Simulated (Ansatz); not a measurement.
Consider the following.

SnPd$_{3}$:
```cif
data_Pd3Sn
_chemical_formula_sum 'Sn1 Pd3'
_space_group_name_H-M_alt 'P 1'
_space_group_IT_number 1
_cell_length_a 3.93837
_cell_length_b 3.93837
_cell_length_c 3.93837
_cell_angle_alpha 90.000
_cell_angle_beta 90.000
_cell_angle_gamma 90.000
loop_
_space_group_symop_operation_xyz
  'x, y, z'
loop_
_atom_site_label
_atom_site_type_symbol
_atom_site_fract_x
_atom_site_fract_y
_atom_site_fract_z
_atom_site_occupancy
Sn1 Sn 0.00000 0.00000 0.00000 1
Pd1 Pd 0.00000 0.50000 0.50000 1
Pd2 Pd 0.50000 0.00000 0.50000 1
Pd3 Pd 0.50000 0.50000 0.00000 1
```

This is the LDA-relaxed structure.

**Question.** All from DFT-LDA in the program Ansatz with PAW potentials, unless another level is named. Estimate the formation energy from the elements (no fitted shifts).

**Answer.** -540 meV/atom.

**Question.** Predict the density of states at the Fermi level.

**Answer.** 0.16 states/eV per atom (mean over ±0.08 eV).

Space group Pm-3m (Cu3Au type). The workflow started from a Materials Project entry (that database holds measured and hypothetical structures alike); the Crystallography Open Database files this formula in space group No. 221, but the cells were not matched. Its standing as an ambient phase is unchecked. The cell was relaxed with LDA under the symmetry of its start; of distortions, only those at the zone centre were tested. No spin polarisation was allowed. The references are the lowest solids computed at this level, not always the standard phases. Scalar-relativistic: spin–orbit coupling is off unless named, which matters more the heavier the elements.

Potentials: the later of the program's two PAW sets.
